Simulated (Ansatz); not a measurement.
Given:

Ni3Se2:
```
CELL_PARAMETERS angstrom
      2.98936     1.72591     2.40205
     -2.98936     1.72591     2.40205
      0.00000    -3.45181     2.40205
ATOMIC_POSITIONS crystal
  Ni 0.24741 0.75259 0.00000
  Ni 0.00000 0.24741 0.75259
  Ni 0.75259 0.00000 0.24741
  Se 0.25735 0.25735 0.25735
  Se 0.74265 0.74265 0.74265
```

This is the r²SCAN-relaxed structure.

Question: All from the program Ansatz at the r²SCAN level (PAW), unless another level is named. Give the electronic character.

Answer: metallic (no gap).

Question: Predict the formation energy from the elements (no fitted shifts).

Answer: -0.29 eV/atom.

Question: What about the density of states at the Fermi level?

Answer: 0.44 states/eV per atom (mean over ±0.08 eV).

Space group R32. The first step of the workflow began from a Materials Project structure, measured or hypothetical; the Crystallography Open Database files this formula in space group No. 155, but the cells were not matched. Its standing as an ambient phase is unchecked. The r²SCAN relaxation kept the symmetry of its start; its stability against distortions is not shown here. The run is not spin-polarised. The references are the lowest solids computed at this level, not always the standard phases. Spin–orbit coupling is left out wherever it is not named.

Potentials: the earlier of the program's two PAW sets.
